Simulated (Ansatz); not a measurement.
Cell and atoms are relaxed with the symmetry kept. Start:

```yaml
crystal:
  lattice:
    - [-2.19086, 2.19086, 4.38020]
    - [2.19086, -2.19086, 4.38020]
    - [2.19086, 2.19086, -4.38020]
  atoms:
    - { symbol: Cd, position: [0.75000, 0.25000, 0.50000] }
    - { symbol: Cd, position: [0.25000, 0.75000, 0.50000] }
    - { symbol: Cd, position: [0.50000, 0.50000, 0.00000] }
    - { symbol: Ga, position: [0.00000, 0.00000, 0.00000] }
```

Computed with Ansatz, DFT r2SCAN, scalar-relativistic, plane waves, PAW.

Plane waves to 500 eV, a k mesh through Γ of 14×14×14 on the computed 4-atom cell and Gaussian smearing (0.10 eV); no spin polarisation.

**Question.** What does it relax to?

**Answer.** The volume goes down by 0.09 Å³/atom to 20.94 Å³/atom, and the energy falls by 0.3 meV/atom. Final structure:
```cif
data_structure
_symmetry_space_group_name_H-M 'I4/mmm'
_symmetry_Int_Tables_number 139
_cell_length_a 4.3602
_cell_length_b 4.3602
_cell_length_c 8.8106
_cell_angle_alpha 90.000
_cell_angle_beta 90.000
_cell_angle_gamma 90.000
_cell_volume 167.50
loop_
_atom_site_label
_atom_site_type_symbol
_atom_site_symmetry_multiplicity
_atom_site_Wyckoff_symbol
_atom_site_fract_x
_atom_site_fract_y
_atom_site_fract_z
_atom_site_occupancy
Cd1 Cd 4 d 0.00000 0.50000 0.25000 1
Cd2 Cd 2 b 0.50000 0.50000 0.00000 1
Ga1 Ga 2 a 0.00000 0.00000 0.00000 1
```

Cost: 1 run of about 2.8 core-minutes, on Intel Xeon 6975P-C (Granite Rapids) (shared hosts).